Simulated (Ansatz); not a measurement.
Structure relaxation, Mo

The start is a generated cell, Mo built in the AFLOW prototype A_tP12_96_ab (as in Si). The structure is fully relaxed (lattice and positions, P = 0) with r2SCAN (plane waves to 500 eV, PAW, scalar-relativistic; Ansatz, a quantum-chemistry and plane-wave program). First-step values are on the input's coarse k-mesh.

Ansatz input (later rounds restart from its end on a renewed k-mesh):
Ansatz 0.2 input:
```yaml
crystal:
  lattice:
    - [5.2995325, 0, 0]
    - [0, 5.2995325, 0]
    - [0, 0, 6.6774096]
  atoms:
    - { symbol: Mo, position: [0.0849, 0.0849, 0] }
    - { symbol: Mo, position: [0.5849, 0.4151, 0.25] }
    - { symbol: Mo, position: [0.4151, 0.5849, 0.75] }
    - { symbol: Mo, position: [0.9151, 0.9151, 0.5] }
    - { symbol: Mo, position: [0.1752, 0.3792, 0.2742] }
    - { symbol: Mo, position: [0.6752, 0.1208, 0.9758] }
    - { symbol: Mo, position: [0.3248, 0.8792, 0.4758] }
    - { symbol: Mo, position: [0.8248, 0.6208, 0.7742] }
    - { symbol: Mo, position: [0.6208, 0.8248, 0.2258] }
    - { symbol: Mo, position: [0.1208, 0.6752, 0.0242] }
    - { symbol: Mo, position: [0.8792, 0.3248, 0.5242] }
    - { symbol: Mo, position: [0.3792, 0.1752, 0.7258] }
basis: { ecutwfc: 500, ecutrho_ratio: 4, xc_grid: 4, fft_grid_basis: typed }
kpoints: { mp_grid: { grid: [5, 5, 4] } }
hamiltonian:
  xc: r2scan
  dispersion: none
  pseudopotentials: { azcp: { folder: ./paw }, kind: paw }
scf: { occupations: { method: fermi_dirac, width: 0.05 } }
relax: { f_tol: 0.01, max_steps: 100, cell: { stress_tol: 0.02 } }
output: { forces: true, stress: true }
```

### Question
What symmetry does the relaxed structure have?

### Answer
The space group goes from P4₃2₁2 (No. 96) to P4₁2₁2 (No. 92), with 4 atoms in the primitive cell.

### Question
By how much does the energy per atom fall from start to end?

### Answer
About 1.4 eV/atom.

### Question
How do the shortest distances between atoms change?

### Answer
The closest pairs of elements (up to four, under 3.6 Å), start → end: Mo–Mo 2.19 → 2.63 Å.

### Question
What band gap does the relaxed structure have at this level?

### Answer
Zero (metallic).

### Question
What does it relax into? Give the structure.

### Answer

Space group P4₁2₁2 (No. 92); a = 4.9527 Å, b = 4.9527 Å, c = 2.6738 Å, α = 90.00°, β = 90.00°, γ = 90.00°

```
atom  site  symmetry       x       y       z
----  ----  --------  ------  ------  ------
Mo      4a       ..2  0.1903  0.1903  0.5000
```

Final values are on a 8×8×14 k-mesh of the relaxed cell. The start holds a very short contact (Mo–Mo 2.19 Å). No spin polarisation in the result.

The run could not lose the symmetry of its start: the end is stationary, and may be a saddle point rather than a minimum.

The relaxed structure here is a generated cell of Mo: the first start was made by placing the elements on the sites of a structure type, and the end was not matched to a known phase here, so it may be hypothetical. Known forms of Mo include space group No. 229.
